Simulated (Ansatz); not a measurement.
GaCuSe2:
```xyz
8
Lattice="-2.8041 2.8041 5.5487 2.8041 -2.8041 5.5487 2.8041 2.8041 -5.5487" Properties=species:S:1:pos:R:3 pbc="T T T"
Cu     0.0000     2.8041     2.7744
Cu     0.0000     0.0000     0.0000
Ga     2.8041     0.0000     2.7744
Ga     0.0000     0.0000     5.5487
Se     1.4021     1.3815    -1.3872
Se     1.4021     1.4226     4.1616
Se     1.4226    -1.4021     6.9359
Se     1.3815     4.2062     1.3872
```

Relaxed with r²SCAN. Special points in fractions of this cell's reciprocal vectors: Γ (0.000, 0.000, 0.000); X (0.000, 0.000, 0.500); P (0.250, 0.250, 0.250); N (0.000, 0.500, 0.000); M (0.500, 0.500, -0.500); S (0.314, 0.686, -0.314); S0 (-0.314, 0.314, 0.314); R (-0.128, 0.128, 0.500); G (0.500, 0.500, -0.128).

List the band energies nearest the valence-band maximum at these points for plane-wave PAW r²SCAN with spin–orbit coupling (Ansatz code).

In eV from the valence-band maximum; about four levels below and three above (degenerate sets whole), none deeper than 8.9 eV; points with the same levels are listed once.

| k | below | above |
|---|---|---|
| Γ | -0.09 -0.09 0.00 0.00 | 0.54 0.54 2.13 2.13 |
| X | -0.53 -0.53 -0.51 -0.51 | 1.35 1.35 1.40 1.40 |
| P | -0.72 -0.72 -0.68 -0.64 | 1.72 1.78 1.78 |
| N | -1.12 -1.12 -0.58 -0.58 | 2.37 2.37 2.77 2.77 |
| M | -0.93 -0.93 -0.93 -0.93 | 1.98 1.98 1.98 1.98 |
| S | -0.79 -0.76 -0.60 -0.60 | 2.10 2.15 2.59 2.59 |
| R | -0.72 -0.72 -0.70 -0.70 | 1.63 1.63 1.67 1.67 |

Space group I-42d (chalcopyrite). The cell was relaxed with r²SCAN under the symmetry of its start. No spin polarisation was allowed.

Potentials: the later of the program's two PAW sets.
